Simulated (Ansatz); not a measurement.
# Nb (dhcp): energy against volume

Theory: DFT, r2SCAN, plane waves (500 eV) with PAW, scalar-relativistic in Ansatz. The PAW files were generated under PBE, with cores re-solved for the functional.

The cell is scaled uniformly from the relaxed one, with fractional coordinates and shape fixed. Energies are extrapolated to zero smearing, pressures are those at the given smearing. Magnetic state: spin not included.

A Birch-Murnaghan fit gives V₀ = 18.56 Å³/atom, B₀ = 167 GPa, B₀′ = 3.7.

Q: What are the energy above the minimum and the pressure at 16.349 Å³/atom?

A: 166.7 meV/atom and 26.70 GPa as computed.

Q: What are the energy above the minimum and the pressure at 17.836 Å³/atom?

A: 15.7 meV/atom and 7.32 GPa as computed.

Q: What are the energy above the minimum and the pressure at 20.065 Å³/atom?

A: 56.3 meV/atom and -11.04 GPa as computed.
